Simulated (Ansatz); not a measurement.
The relaxed structure here is a generated cell of TiC: the first start was made by placing the elements on the sites of a structure type, and the end was not matched to a known phase here, so it may be hypothetical. Known forms of TiC include space group No. 225.

A relaxed cell of TiC (P4/mmm (No. 123)), relaxed on a k-mesh at least as fine as the one used below. Computed with r2SCAN (plane waves to 500 eV, PAW, scalar-relativistic; Ansatz, a first-principles code). Γ-centred k-mesh 6×12×11 on the run's cell (coarser than for final values), Fermi–Dirac smearing 0.05 eV.

```yaml
crystal:
  lattice:
    - [5.17511, 0.00000, 0.00000]
    - [0.00000, 2.58756, 0.00000]
    - [0.00000, 0.00000, 2.93406]
  atoms:
    - { symbol: C, position: [0.25000, 0.50000, 0.50000] }
    - { symbol: C, position: [0.75000, 0.50000, 0.50000] }
    - { symbol: Ti, position: [0.00000, 0.00000, 0.00000] }
    - { symbol: Ti, position: [0.50000, 0.00000, 0.00000] }
```

The atoms are displaced along an unstable phonon of this cell by (Å):

```tsv
atom	ux	uy	uz
C1	0.000	0.000	0.000
C2	0.000	0.000	0.000
Ti3	0.000	-0.150	0.000
Ti4	0.000	0.150	0.000
```

Q: What forces (eV/Å) and pressure result?

A: 
```
atom    Fx     Fy    Fz
----  ----  -----  ----
C1    0.00   0.00  0.00
C2    0.00   0.00  0.00
Ti3   0.00  -1.46  0.00
Ti4   0.00   1.46  0.00
```

Pressure -0.1 GPa.

Q: Estimate the energy cost of the displacement in the harmonic approximation and compare with the calculation.

A: For a harmonic well ΔE = −½ Σ F·u = -0.218 eV a cell, or -55 meV/atom. The calculated energy relative to the undisplaced cell is -0.07 eV/atom, so anharmonic terms matter at this amplitude.

The undisplaced cell is probably no minimum: from this displacement the run went on to Pmma (No. 51), 0.39 eV/atom below it.

No spin polarisation in the result.
